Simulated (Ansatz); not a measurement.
Elastic constants of MgBe: input and output

The calculation used Ansatz 0.2.0, DFT PBEsol, scalar-relativistic, plane waves, PAW.

It can be run as:
```bash
ansatz run input.yaml --threads 1 --pin off --backend cpu --events-out ev --progress --plain --runs-dir out  # memory cap (--max-ram) not shown
```

Input (bare energies are in eV):
```yaml
crystal:
  lattice:
    - [2.8750378384, 0.0, 0.0]
    - [-1.4375189192, 2.4898558049, 0.0]
    - [0.0, 0.0, 4.2240540795]
  atoms:
    - { symbol: Mg, position: [0.3333333333, 0.6666666667, 0.0] }
    - { symbol: Be, position: [0.6666666667, 0.3333333333, 0.5] }
basis:
  ecutwfc: 420
kpoints:
  mp_grid: { grid: [18, 18, 10] }
hamiltonian:
  xc: pbesol
scf:
  occupations: { method: fermi_dirac, width: 0.15 }
output:
  forces: true
  stress: true
  eigenvalues: true
elastic:
  mode: relaxed_ion
  amplitude: 0.005
```

From the output:
```
--- Elastic constants: 3 strain directions × 4 members + reference (group order 12) ---
  dense FFT box of the reference and of every strained cell: 20×20×30
  strains applied: 11, 33, 23; error gains: componentwise 1.00 (the most a stress slope's error grows in a printed constant), spectral 1.41 (1 for all six strains in a standard setting)
  C = ∂σ_k/∂η_j (tension-positive GPa; Voigt order 11 22 33 23 13 12):
        87.534     53.037     25.655      0.000      0.000     -0.000
        53.037     87.534     25.655      0.000      0.000      0.000
        25.652     25.652    152.482      0.000      0.000      0.000
         0.000      0.000      0.000     49.981      0.000      0.000
         0.000      0.000      0.000      0.000     49.981      0.000
        -0.000      0.000     -0.000      0.000      0.000     17.249
  reference stress σ⁰ (GPa):      0.000      0.000      0.000     -0.000     -0.000     -0.000
  C* (energy form; C + prestress term) asymmetry max|C*_kj − C*_jk| = 2.720e-3 GPa — a small one proves nothing (zero by symmetry where the batch's group is 432, −43m or m−3m); a large one is finite-difference/SCF noise where every solve ...
  moduli (Voigt/Reuss/Hill, GPa): K = 59.58/58.67/59.12   G = 38.32/28.78/33.55   E = 84.64   ν = 0.261
  mechanically stable: yes (min eigenvalue of sym C = 17.25 GPa)
  harmonic check of the ions' relaxations: strain 23: 1 pair too noisy to judge
  the stresses are not corrected for the forces that the relaxations left standing (`elastic.f_tol`)
  strain η (Voigt 11):  stress-route row diagonal C_11 = 87.53 GPa, energy-path curvature d²(F+E_count+ΔE)/dδ²/Ω₀ = 87.54 GPa
    cells at ±δ against ±2δ: C11 87.63 and 87.92 GPa, apart by 0.33 % of the column's largest entry
         δ    σ_11 (GPa) F (eV) n_scf n_hpsi n_pw
    -1.000e-2      -0.9277       -2001.4147961       8  108523    606   relax 3 steps, max|allowed force component| 3.50e-5 eV/Å
    -5.000e-3      -0.4502       -2001.4154440       9  111537    608   relax 3 steps, max|allowed force component| 9.00e-7 eV/Å
     5.000e-3       0.4261       -2001.4154514       8  108627    616   relax 3 steps, max|allowed force component| 8.35e-7 eV/Å
     1.000e-2       0.8306       -2001.4148571       9  112582    622   relax 2 steps, max|allowed force component| 3.15e-5 eV/Å
  strain η (Voigt 33):  stress-route row diagonal C_33 = 152.48 GPa, energy-path curvature d²(F+E_count+ΔE)/dδ²/Ω₀ = 152.47 GPa
    cells at ±δ against ±2δ: C33 152.37 and 152.05 GPa, apart by 0.21 % of the column's largest entry
         δ    σ_33 (GPa) F (eV) n_scf n_hpsi n_pw
    -1.000e-2      -1.5582       -2001.4141945       7   45416    608   relax 0 steps, max|allowed force component| 2.08e-16 eV/Å
    -5.000e-3      -0.7709       -2001.4152926       4   38031    608   relax 0 steps, max|allowed force component| 7.86e-17 eV/Å
     5.000e-3       0.7528       -2001.4152971       4   37927    618   relax 0 steps, max|allowed force component| 7.86e-17 eV/Å
     1.000e-2       1.4829       -2001.4142396       7   45130    618   relax 0 steps, max|allowed force component| 1.16e-16 eV/Å
  strain η (Voigt 23):  stress-route row diagonal C_44 = 49.98 GPa, energy-path curvature d²(F+E_count+ΔE)/dδ²/Ω₀ = 49.98 GPa
    cells at ±δ against ±2δ: C24 0.02 and -0.00 GPa, apart by 0.04 % of the column's largest entry
         δ    σ_23 (GPa) F (eV) n_scf n_hpsi n_pw
    -1.000e-2      -0.4995       -2001.4151826       8  171815    611   relax 3 steps, max|allowed force component| 1.26e-6 eV/Å
    -5.000e-3      -0.2499       -2001.4155365       9  177370    612   relax 2 steps, max|allowed force component| 9.33e-6 eV/Å
     5.000e-3       0.2499       -2001.4155365       9  177222    612   relax 2 steps, max|allowed force component| 4.29e-5 eV/Å
     1.000e-2       0.4995       -2001.4151826       8  171777    611   relax 3 steps, max|allowed force component| 1.25e-6 eV/Å
```

The cell was built by swapping an element in a database structure (itself possibly hypothetical) and relaxing; it need not be the stable form of this composition. In a metal, frequencies and elastic constants depend on the k mesh and the smearing, soft modes and shear constants most.

The least eigenvalue is 17.2 GPa; in a metal on this mesh the verdict on stability isn't firm within about 20 GPa or a tenth of the bulk modulus.